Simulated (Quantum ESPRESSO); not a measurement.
# Ga3GeP4: input and log of a self-consistent run

A calculation, not a measurement. The program is pw.x of Quantum ESPRESSO 7.5 (plane-wave density functional theory). The cell is made up: 8 atoms on a zincblende/diamond lattice, with randomly drawn elements, strain and displacements, not relaxed. PseudoDojo standard norm-conserving files (v0.5 for PBE, v0.4.1 for LDA and PBEsol) set the functional; there is no spin polarisation, spin-orbit coupling or dispersion term, and the masses in the input are unused placeholders. A spin-polarised start on this cell or one of its family kept no moment.

Input:

```
&control calculation='scf', pseudo_dir='./dojo.nc.sr.pbe.v0_5.standard.upf', outdir='./o', disk_io='low', tprnfor=.true., tstress=.true. /
&system ibrav=0, nat=8, ntyp=3, nbnd=47, ecutwfc=79.96652505, nosym=.true., tot_charge=0,
 occupations='smearing', smearing='fd', degauss=0.0073498644
/
&electrons conv_thr=7.350e-09, electron_maxstep=60, /
ATOMIC_SPECIES
Ga 1.0 Ga.upf
Ge 1.0 Ge.upf
P 1.0 P.upf
CELL_PARAMETERS angstrom
5.6131 0.0644 -0.0417
0.0644 5.7562 -0.0116
-0.0417 -0.0116 5.6151
ATOMIC_POSITIONS angstrom
Ga 0.0391 0.0326 -0.0511
Ga 0.048 2.8285 2.8543
Ge 2.7701 0.0412 2.8169
Ga 2.9344 2.9232 -0.017
P 1.3518 1.4982 1.3829
P 1.5169 4.3013 4.1403
P 4.2027 1.4297 4.2172
P 4.3167 4.4485 1.4049
K_POINTS automatic
6 6 6 1 1 1
```

The log is shortened where brackets say so; the opening notice, blank lines, dates and the lines on written files are dropped, and the path of the files is cut. It prints rydbergs, bohrs and kilobars, and counts compression as positive stress.

```
     Program PWSCF v.7.5
     Parallel version (MPI & OpenMP), running on       4 processor cores
     Number of MPI processes:                 4
     Threads/MPI process:                     1
     [start-up lines left out]
     bravais-lattice index     =            0
     lattice parameter (alat)  =      10.6082  a.u.
     unit-cell volume          =    1224.0844 (a.u.)^3
     number of atoms/cell      =            8
     number of atomic types    =            3
     number of electrons       =        73.00
     number of Kohn-Sham states=           47
     kinetic-energy cutoff     =      79.9665  Ry
     charge density cutoff     =     319.8661  Ry
     scf convergence threshold =      7.3E-09
     mixing beta               =       0.7000
     number of iterations used =            8  plain     mixing
     Exchange-correlation= PBE
                           (   1   4   3   4   0   0   0)
     [axes and pseudopotential details left out]
   Cartesian axes
     site n.     atom                  positions (alat units)
         1        Ga     tau(   1) = (   0.0069652   0.0058073  -0.0091029  )
         2        Ga     tau(   2) = (   0.0085506   0.5038634   0.5084594  )
         3        Ge     tau(   3) = (   0.4934602   0.0073393   0.5017970  )
         4        Ga     tau(   4) = (   0.5227282   0.5207331  -0.0030283  )
         5        P      tau(   5) = (   0.2408070   0.2668864   0.2463471  )
         6        P      tau(   6) = (   0.2702176   0.7662251   0.7375449  )
         7        P      tau(   7) = (   0.7486607   0.2546839   0.7512437  )
         8        P      tau(   8) = (   0.7689685   0.7924470   0.2502661  )
     number of k points=   108  Fermi-Dirac smearing, width (Ry)=  0.0073
     Number of k-points >= 100: set verbosity='high' to print them.
     Dense  grid:   118169 G-vectors     FFT dimensions: (  64,  64,  64)
     Estimated max dynamical RAM per process >     450.88 MB
     Estimated total dynamical RAM >       1.68 GB
     Initial potential from superposition of free atoms
     starting charge      72.9906, renormalised to      73.0000
     Starting wfcs are   52 randomized atomic wfcs
     total cpu time spent up to now is        7.0 secs
     per-process dynamical memory:   386.8 Mb
     Self-consistent Calculation
     iteration #  1     ecut=    79.97 Ry     beta= 0.70
     Davidson diagonalization with overlap
     ethr =  1.00E-02,  avg # of iterations =  3.9
     Threshold (ethr) on eigenvalues was too large:
     Diagonalizing with lowered threshold
     Davidson diagonalization with overlap
     ethr =  3.24E-04,  avg # of iterations =  4.3
     total cpu time spent up to now is       41.8 secs
     total energy              =    -692.93203946 Ry
     estimated scf accuracy    <       0.24208807 Ry
     iteration #  2     ecut=    79.97 Ry     beta= 0.70
     Davidson diagonalization with overlap
     ethr =  3.32E-04,  avg # of iterations =  2.9
     total cpu time spent up to now is       57.5 secs
     total energy              =    -692.98265416 Ry
     estimated scf accuracy    <       0.07084331 Ry
     iteration #  3     ecut=    79.97 Ry     beta= 0.70
     Davidson diagonalization with overlap
     ethr =  9.70E-05,  avg # of iterations =  3.8
     total cpu time spent up to now is       73.4 secs
     total energy              =    -692.99682909 Ry
     estimated scf accuracy    <       0.00296392 Ry
     iteration #  4     ecut=    79.97 Ry     beta= 0.70
     Davidson diagonalization with overlap
     ethr =  4.06E-06,  avg # of iterations = 12.3
     total cpu time spent up to now is       96.2 secs
     total energy              =    -692.99695776 Ry
     estimated scf accuracy    <       0.00285204 Ry
     iteration #  5     ecut=    79.97 Ry     beta= 0.70
     Davidson diagonalization with overlap
     ethr =  3.91E-06,  avg # of iterations =  2.2
     total cpu time spent up to now is      110.4 secs
     total energy              =    -692.99750474 Ry
     estimated scf accuracy    <       0.00007807 Ry
     iteration #  6     ecut=    79.97 Ry     beta= 0.70
     Davidson diagonalization with overlap
     ethr =  1.07E-07,  avg # of iterations =  3.4
     total cpu time spent up to now is      126.6 secs
     total energy              =    -692.99752495 Ry
     estimated scf accuracy    <       0.00000982 Ry
     iteration #  7     ecut=    79.97 Ry     beta= 0.70
     Davidson diagonalization with overlap
     ethr =  1.34E-08,  avg # of iterations =  2.7
     total cpu time spent up to now is      141.0 secs
     total energy              =    -692.99752783 Ry
     estimated scf accuracy    <       0.00000140 Ry
     iteration #  8     ecut=    79.97 Ry     beta= 0.70
     Davidson diagonalization with overlap
     ethr =  1.92E-09,  avg # of iterations =  2.3
     total cpu time spent up to now is      155.2 secs
     total energy              =    -692.99752817 Ry
     estimated scf accuracy    <       0.00000016 Ry
     iteration #  9     ecut=    79.97 Ry     beta= 0.70
     Davidson diagonalization with overlap
     ethr =  2.25E-10,  avg # of iterations =  3.2
     total cpu time spent up to now is      170.7 secs
     total energy              =    -692.99752821 Ry
     estimated scf accuracy    <       0.00000001 Ry
     iteration # 10     ecut=    79.97 Ry     beta= 0.70
     Davidson diagonalization with overlap
     ethr =  1.74E-11,  avg # of iterations =  4.0
     total cpu time spent up to now is      188.3 secs
     total energy              =    -692.99752822 Ry
     estimated scf accuracy    <          9.7E-09 Ry
     iteration # 11     ecut=    79.97 Ry     beta= 0.70
     Davidson diagonalization with overlap
     ethr =  1.33E-11,  avg # of iterations =  2.0
     total cpu time spent up to now is      202.0 secs
     End of self-consistent calculation
     Number of k-points >= 100: set verbosity='high' to print the bands.
     the Fermi energy is     7.8244 ev
!    total energy              =    -692.99752822 Ry
     estimated scf accuracy    <          1.0E-09 Ry
     smearing contrib. (-TS)   =      -0.00578254 Ry
     internal energy E=F+TS    =    -692.99174568 Ry
     The total energy is F=E-TS. E is the sum of the following terms:
     one-electron contribution =    -348.49941434 Ry
     hartree contribution      =     224.48673579 Ry
     xc contribution           =    -185.43668364 Ry
     ewald contribution        =    -383.54238349 Ry
     convergence has been achieved in  11 iterations
     Forces acting on atoms (cartesian axes, Ry/au):
     atom    1 type  1   force =     0.01240394   -0.02237602    0.01514165
     atom    2 type  1   force =    -0.01392804    0.01359487    0.00269250
     atom    3 type  2   force =     0.00164806    0.00572004   -0.01604664
     atom    4 type  1   force =    -0.00887804    0.00645888    0.01765892
     atom    5 type  3   force =     0.02349018   -0.00059416   -0.01642274
     atom    6 type  3   force =    -0.02295864   -0.00700749    0.02358807
     atom    7 type  3   force =     0.00595758    0.02728442   -0.01402698
     atom    8 type  3   force =     0.00226495   -0.02308054   -0.01258478
     Total force =     0.074984     Total SCF correction =     0.000135
     Computing stress (Cartesian axis) and pressure
          total   stress  (Ry/bohr**3)                   (kbar)     P=      -28.87
  -0.00016537  -0.00004835   0.00005473          -24.33       -7.11        8.05
  -0.00004835  -0.00024546   0.00000937           -7.11      -36.11        1.38
   0.00005473   0.00000937  -0.00017785            8.05        1.38      -26.16
     init_run     :      6.68s CPU      6.90s WALL (       1 calls)
     electrons    :    194.40s CPU    195.04s WALL (       1 calls)
     forces       :      2.16s CPU      2.16s WALL (       1 calls)
     stress       :      7.48s CPU      7.48s WALL (       1 calls)
     [timing details left out]
     PWSCF        :   3m30.85s CPU   3m31.75s WALL
     JOB DONE.
```

In other units: free energy -9428.712 eV for the cell, pressure -2.89 GPa, largest force component 0.702 eV/Å. A rerun of this cell at 1377 eV and a 8 x 8 x 8 mesh moved values by no more than 0.003 eV in energy, 0.03 GPa in stress and 0.011 eV/Å in force.